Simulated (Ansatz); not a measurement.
Ansatz (a program for electronic structure) input:

Ansatz 0.2 input:
```yaml
crystal:
  lattice:
    - [-1.6237973507, 1.6237973507, 1.6237973507]
    - [1.6237973507, -1.6237973507, 1.6237973507]
    - [1.6237973507, 1.6237973507, -1.6237973507]
  atoms:
    - { symbol: Nb, position: [0.0, 0.0, 0.0] }
kpoints:
  mp_grid: { grid: [37, 37, 37] }
hamiltonian:
  xc: lda
  pseudopotentials: { azcp: { folder: ./paw }, kind: paw }
scf:
  occupations: { method: fermi_dirac, width: 0.1 }
elastic: { mode: relaxed_ion, stencil: two_point, amplitude: 0.005, f_tol: 0.0005 }
```

Output (shortened):

```
Pseudopotential: Nb, paw, valence charge 13
Functional definition: SPW92
Crystal: 1 atoms, lattice volume = 17.126 Å³
Basis set: ecut = 420 eV, 321 PW (Γ)
Bands: 11, of which v1, the nominal top of the filled ones, is band 7 counted from 1 (6 counted from 0)
Symmetry: 48 space group operations
Space group: Im-3m (ITA 229), of the structure as read, at distance tolerance 2.6e-5 Å
k-points: 1330 of 50653
SCF iter   1: F=—  HF=-4443.116466 eV  |F-HF|=—  |Δ(HF+E_count)|=         —  Δρ=7.96e-2  dr2=1.12e0  ethr=3.10e-3  ⟨swp⟩=5.0  Hψ=79239  notcnv=0
preconditioner: auto → none
SCF iter   2: F=—  HF=-4442.661763 eV  |F-HF|=—  |Δ(HF+E_count)|=   4.55e-1  Δρ=2.65e-2  dr2=4.96e-2  ethr=3.10e-3  ⟨swp⟩=2.6  Hψ=38297  notcnv=0  defer=45
SCF iter   3: F=—  HF=-4442.648362 eV  |F-HF|=—  |Δ(HF+E_count)|=   1.34e-2  Δρ=9.26e-3  dr2=5.18e-3  ethr=3.82e-4  ⟨swp⟩=1.0  Hψ=14600  notcnv=0  defer=45
SCF iter   4: F=—  HF=-4442.647225 eV  |F-HF|=—  |Δ(HF+E_count)|=   1.14e-3  Δρ=3.57e-4  dr2=7.79e-6  ethr=3.99e-5  ⟨swp⟩=1.9  Hψ=20707  notcnv=0  defer=45
SCF iter   5: F=—  HF=-4442.647229 eV  |F-HF|=—  |Δ(HF+E_count)|=   3.82e-6  Δρ=1.90e-5  dr2=1.51e-8  ethr=5.99e-8  ⟨swp⟩=2.0  Hψ=18206  notcnv=0  defer=45
SCF iter   6: F=—  HF=-4442.647229 eV  |F-HF|=—  |Δ(HF+E_count)|=   1.91e-7  Δρ=2.13e-6  dr2=3.91e-10  ethr=1.16e-10  ⟨swp⟩=2.2  Hψ=21608  notcnv=0  defer=45
SCF iter   7: F=—  HF=-4442.647229 eV  |F-HF|=—  |Δ(HF+E_count)|=  6.64e-11  Δρ=1.39e-7  dr2=1.93e-12  ethr=3.01e-12  ⟨swp⟩=2.0  Hψ=20949  notcnv=0  defer=45
SCF iter   8: F=-4442.647229 eV  HF=-4442.647229 eV  |F-HF|=9.09e-13  |Δ(HF+E_count)|=  1.82e-12  Δρ=1.45e-8  dr2=1.27e-14  ethr=1.00e-12  ⟨swp⟩=4.2  Hψ=47539  notcnv=0
the search or the solves at the SCF's close seem to have found levels that the self-consistency loop had missed (the run counts 2) …
SCF 1 converged in 8 iterations: F = -4442.647229 eV  dr2 = 1.27e-14
Crystal: 1 atoms, lattice volume = 17.040 Å³
Symmetry: 16 space group operations
k-points: 3610 of 50653
iter 1 solved again at ethr=3.00e-7 eV; its pass at ethr=3.10e-3 eV (dr2=3.90e-5 eV) is discarded
SCF iter   1: F=—  HF=-4442.646769 eV  |F-HF|=—  |Δ(HF+E_count)|=         —  Δρ=5.41e-4  dr2=1.96e-5  ethr=3.00e-7  ⟨swp⟩=2.0  Hψ=282289  notcnv=0  defer=63
preconditioner: auto → none
SCF iter   2: F=—  HF=-4442.646767 eV  |F-HF|=—  |Δ(HF+E_count)|=   2.22e-6  Δρ=2.46e-4  dr2=3.74e-6  ethr=1.51e-7  ⟨swp⟩=1.0  Hψ=39600  notcnv=0  defer=63
SCF iter   3: F=—  HF=-4442.646767 eV  |F-HF|=—  |Δ(HF+E_count)|=   3.78e-8  Δρ=3.16e-5  dr2=1.20e-7  ethr=2.88e-8  ⟨swp⟩=1.0  Hψ=39600  notcnv=0  defer=63
SCF iter   4: F=—  HF=-4442.646767 eV  |F-HF|=—  |Δ(HF+E_count)|=   2.14e-7  Δρ=3.92e-6  dr2=7.15e-10  ethr=9.24e-10  ⟨swp⟩=2.0  Hψ=59099  notcnv=0  defer=63
SCF iter   5: F=—  HF=-4442.646767 eV  |F-HF|=—  |Δ(HF+E_count)|=  1.30e-10  Δρ=8.11e-7  dr2=2.62e-11  ethr=5.50e-12  ⟨swp⟩=2.4  Hψ=56874  notcnv=0  defer=63
SCF iter   6: F=—  HF=-4442.646767 eV  |F-HF|=—  |Δ(HF+E_count)|=  4.55e-12  Δρ=5.03e-8  dr2=3.15e-13  ethr=2.02e-13 (applied; sched 1.00e-12)  ⟨swp⟩=1.1  Hψ=40519  notcnv=0  defer=104
SCF iter   7: F=-4442.646767 eV  HF=-4442.646767 eV  |F-HF|=1.82e-12  |Δ(HF+E_count)|=  1.82e-12  Δρ=3.20e-9  dr2=1.33e-15  ethr=1.00e-12  ⟨swp⟩=4.0  Hψ=111723  notcnv=0
SCF 2 converged in 7 iterations: F = -4442.646767 eV  dr2 = 1.33e-15
Crystal: 1 atoms, lattice volume = 17.212 Å³
iter 1 solved again at ethr=3.16e-10 eV; its pass at ethr=3.10e-3 eV (dr2=4.10e-8 eV) is discarded
SCF iter   1: F=—  HF=-4442.646953 eV  |F-HF|=—  |Δ(HF+E_count)|=         —  Δρ=6.96e-5  dr2=4.15e-8  ethr=3.16e-10  ⟨swp⟩=2.1  Hψ=271429  notcnv=0  defer=40
preconditioner: auto → none
SCF iter   2: F=—  HF=-4442.646953 eV  |F-HF|=—  |Δ(HF+E_count)|=   2.66e-7  Δρ=3.44e-5  dr2=6.61e-9  ethr=3.16e-10  ⟨swp⟩=2.0  Hψ=52043  notcnv=0  defer=40
SCF iter   3: F=—  HF=-4442.646953 eV  |F-HF|=—  |Δ(HF+E_count)|=   8.79e-8  Δρ=6.19e-6  dr2=2.76e-10  ethr=5.09e-11  ⟨swp⟩=1.0  Hψ=39600  notcnv=0  defer=40
SCF iter   4: F=—  HF=-4442.646953 eV  |F-HF|=—  |Δ(HF+E_count)|=   2.89e-9  Δρ=6.12e-7  dr2=2.54e-12  ethr=2.12e-12  ⟨swp⟩=2.6  Hψ=58156  notcnv=0  defer=40
SCF iter   5: F=-4442.646953 eV  HF=-4442.646953 eV  |F-HF|=0.00e0  |Δ(HF+E_count)|=  3.00e-11  Δρ=5.47e-8  dr2=4.68e-14  ethr=1.00e-12  ⟨swp⟩=4.0  Hψ=124352  notcnv=0
SCF 3 converged in 5 iterations: F = -4442.646953 eV  dr2 = 4.68e-14
Crystal: 1 atoms, lattice volume = 17.126 Å³
Symmetry: 8 space group operations
k-points: 6859 of 50653
iter 1 solved again at ethr=1.65e-7 eV; its pass at ethr=3.10e-3 eV (dr2=2.15e-5 eV) is discarded
SCF iter   1: F=—  HF=-4442.647228 eV  |F-HF|=—  |Δ(HF+E_count)|=         —  Δρ=6.26e-4  dr2=4.09e-5  ethr=1.65e-7  ⟨swp⟩=2.0  Hψ=524483  notcnv=0  defer=116
preconditioner: auto → none
SCF iter   2: F=—  HF=-4442.647215 eV  |F-HF|=—  |Δ(HF+E_count)|=   1.31e-5  Δρ=2.25e-4  dr2=3.19e-6  ethr=1.65e-7  ⟨swp⟩=2.5  Hψ=116192  notcnv=0  defer=116
SCF iter   3: F=—  HF=-4442.647214 eV  |F-HF|=—  |Δ(HF+E_count)|=   6.01e-7  Δρ=5.38e-5  dr2=1.50e-7  ethr=1.99e-8  ⟨swp⟩=1.0  Hψ=75269  notcnv=0  defer=116
SCF iter   4: F=—  HF=-4442.647214 eV  |F-HF|=—  |Δ(HF+E_count)|=   2.19e-8  Δρ=1.57e-6  dr2=1.28e-10  ethr=9.35e-10  ⟨swp⟩=1.0  Hψ=75289  notcnv=0  defer=116
SCF iter   5: F=—  HF=-4442.647214 eV  |F-HF|=—  |Δ(HF+E_count)|=  4.73e-11  Δρ=4.14e-7  dr2=1.80e-11  ethr=7.98e-13 (applied; sched 1.00e-12)  ⟨swp⟩=2.0  Hψ=121926  notcnv=0  defer=144
SCF iter   6: F=—  HF=-4442.647214 eV  |F-HF|=—  |Δ(HF+E_count)|=  7.28e-12  Δρ=1.16e-7  dr2=5.50e-13  ethr=1.12e-13 (applied; sched 1.00e-12)  ⟨swp⟩=2.0  Hψ=110201  notcnv=0  defer=177
SCF iter   7: F=-4442.647214 eV  HF=-4442.647214 eV  |F-HF|=0.00e0  |Δ(HF+E_count)|=  1.82e-12  Δρ=1.29e-8  dr2=2.79e-14  ethr=1.00e-12  ⟨swp⟩=4.0  Hψ=212587  notcnv=0
SCF 4 converged in 7 iterations: F = -4442.647214 eV  dr2 = 2.79e-14
Crystal: 1 atoms, lattice volume = 17.126 Å³
iter 1 solved again at ethr=2.46e-10 eV; its pass at ethr=3.10e-3 eV (dr2=3.20e-8 eV) is discarded
SCF iter   1: F=—  HF=-4442.647214 eV  |F-HF|=—  |Δ(HF+E_count)|=         —  Δρ=4.44e-5  dr2=3.14e-8  ethr=2.46e-10  ⟨swp⟩=2.3  Hψ=514614  notcnv=0  defer=65
preconditioner: auto → none
SCF iter   2: F=—  HF=-4442.647214 eV  |F-HF|=—  |Δ(HF+E_count)|=   9.92e-8  Δρ=2.19e-5  dr2=4.51e-9  ethr=2.42e-10  ⟨swp⟩=2.0  Hψ=91436  notcnv=0  defer=65
SCF iter   3: F=—  HF=-4442.647214 eV  |F-HF|=—  |Δ(HF+E_count)|=   3.34e-8  Δρ=4.30e-6  dr2=1.84e-10  ethr=3.47e-11  ⟨swp⟩=1.0  Hψ=75269  notcnv=0  defer=65
SCF iter   4: F=—  HF=-4442.647214 eV  |F-HF|=—  |Δ(HF+E_count)|=   1.31e-9  Δρ=6.98e-7  dr2=3.31e-12  ethr=1.41e-12  ⟨swp⟩=2.1  Hψ=108370  notcnv=0  defer=65
SCF iter   5: F=-4442.647214 eV  HF=-4442.647214 eV  |F-HF|=1.82e-12  |Δ(HF+E_count)|=  3.55e-11  Δρ=6.75e-8  dr2=5.60e-14  ethr=1.00e-12  ⟨swp⟩=2.4  Hψ=271933  notcnv=0
SCF 5 converged in 5 iterations: F = -4442.647214 eV  dr2 = 5.60e-14
SCF converged after 8 iterations
Free energy (F): -4442.647229 eV
Harris-Foulkes:  -4442.647229 eV  (|F-HF|=9.09e-13)
Internal energy: -4442.601500 eV  (E = F + TS)
E sigma→0 (E₀):  -4442.624364 eV
Entropy (-TS):   -0.045728 eV (-45.728 meV/atom)
Fermi energy:    18.596275 eV
--- Per-component energies (eV) ---
  E_band       = -55.985481
  E_kinetic    = 375.860499
  E_local      = -622.503079  (includes V_loc(G=0)·N_el)
  E_nonlocal   = 99.781953
  E_hartree    = 206.842258
  E_xc         = -165.482176
  E_vxc        = -201.363009  (∫ρ·V_xc dr)
  E_paw        = -2974.022112  (= ΣΔE_a)
  E_vpaw       = -121.446404  (= ΣTr[D̂ρ^β])
  E_aug_tail   = 0.000040  (compensation charges beyond the density's cutoff)
  E_ewald      = -1363.504577
  E_core_change = 0.425694  (= ΣΔE_core)
  E_smearing   = -0.045728  (= −TS)
  E_closure    = 0.000000  (closes the sum)
  Σ components = -4442.647229   (vs F -4442.647229, Δ=0.00e0)
  [band-id]    e_kinetic+e_local+e_nonlocal+2·e_hartree+e_vxc+e_vpaw+e_augmentation_tail = -55.985483   (vs E_band -55.985481, Δ=-2.40e-6)
--- Forces (eV/Å), atoms counted from 1 ---
  atom   1  Nb     0.00000000     0.00000000     0.00000000
  max |Σ_I F_I| component: 0.0 eV/Å
--- Stress (GPa, compression-positive) ---
        0.170012       0.000000       0.000000
        0.000000       0.170012       0.000000
        0.000000       0.000000       0.170012
  P = ⅓ Tr σ = 0.1700 GPa (1.700 kbar)
--- Band table (eV; the first three rows and the last of 1330) ---
  k-point 0: bands = ["-35.5774", "-10.8093", "-10.8093", "-10.8093", "12.5780", "18.9033", "18.9033", "18.9033", "21.9764", "21.9764", "32.8760"]
  k-point 1: bands = ["-35.5753", "-10.8219", "-10.8131", "-10.8094", "12.6105", "18.8828", "18.8993", "18.9345", "21.9420", "21.9762", "32.9043"]
  k-point 2: bands = ["-35.5689", "-10.8592", "-10.8243", "-10.8098", "12.7069", "18.8224", "18.8856", "19.0276", "21.8466", "21.9759", "32.9859"]
  k-point 1329: bands = ["-35.0618", "-11.8976", "-11.8953", "-11.8953", "14.5497", "14.5559", "24.4832", "24.4832", "24.5388", "28.0327", "28.1631"]
--- Elastic constants: 2 strain directions × 2 members + reference (group order 48) ---
  dense FFT box of the reference and of every strained cell: 20×20×20
  strains applied: 11, 23; error gains: componentwise 1.00 (the most a stress slope's error grows in a printed constant), spectral 1.73 (1 for all six strains …
  C = ∂σ_k/∂η_j (tension-positive GPa; Voigt order 11 22 33 23 13 12):
       275.903    148.230    148.230      0.000      0.000      0.000
       148.230    275.903    148.230      0.000      0.000      0.000
       148.230    148.230    275.903      0.000      0.000      0.000
         0.000      0.000      0.000     10.743      0.000      0.000
         0.000      0.000      0.000      0.000     10.743      0.000
         0.000      0.000      0.000      0.000      0.000     10.743
  reference stress σ⁰ (GPa):     -0.170     -0.170     -0.170      0.000      0.000      0.000
  C* (energy form; C + prestress term) asymmetry max|C*_kj − C*_jk| = 5.684e-14 GPa — a small one proves nothing (zero by symmetry where the batch's group is …
  moduli (Voigt/Reuss/Hill, GPa): K = 190.79/190.79/190.79   G = 31.98/16.10/24.04   E = 69.21   ν = 0.440
  mechanically stable: yes (min eigenvalue of sym C = 10.74 GPa)
  where every solve meets its electron count the energy-path curvature estimates C_jj along a normal strain and C_jj − ¼(σ⁰_aa + σ⁰_bb) along a shear (ab), of …
  strain η (Voigt 11):  stress-route row diagonal C_11 = 275.90 GPa, energy-path curvature d²(F+E_count+ΔE)/dδ²/Ω₀ = 275.94 GPa
         δ    σ_11 (GPa)             F (eV)   n_scf  n_hpsi   n_pw
    -5.000e-3      -1.5625       -4442.6467668       7  674898    370   relax 0 steps, max|allowed force component| 0.00e0 eV/Å
     5.000e-3       1.1965       -4442.6469530       5  590812    370   relax 0 steps, max|allowed force component| 0.00e0 eV/Å
  strain η (Voigt 23):  stress-route row diagonal C_44 = 10.74 GPa, energy-path curvature d²(F+E_count+ΔE)/dδ²/Ω₀ = 10.84 GPa
         δ    σ_23 (GPa)             F (eV)   n_scf  n_hpsi   n_pw
    -5.000e-3      -0.0537       -4442.6472141       7  1321845    370   relax 0 steps, max|allowed force component| 0.00e0 eV/Å
     5.000e-3       0.0537       -4442.6472141       5  1147598    370   relax 0 steps, max|allowed force component| 0.00e0 eV/Å
```

Cost: roughly 4 core-minutes on shared cores.

The cell was relaxed with LDA under the symmetry of its start. The run is not spin-polarised. As this level gives no gap, shear constants depend on the k-mesh and smearing (Fermi–Dirac, 0.1 eV here). Scalar-relativistic: spin–orbit coupling is off unless named, which matters more the heavier the elements.

Potentials: the earlier of the program's two PAW sets.

Ansatz is a plane-wave DFT program.
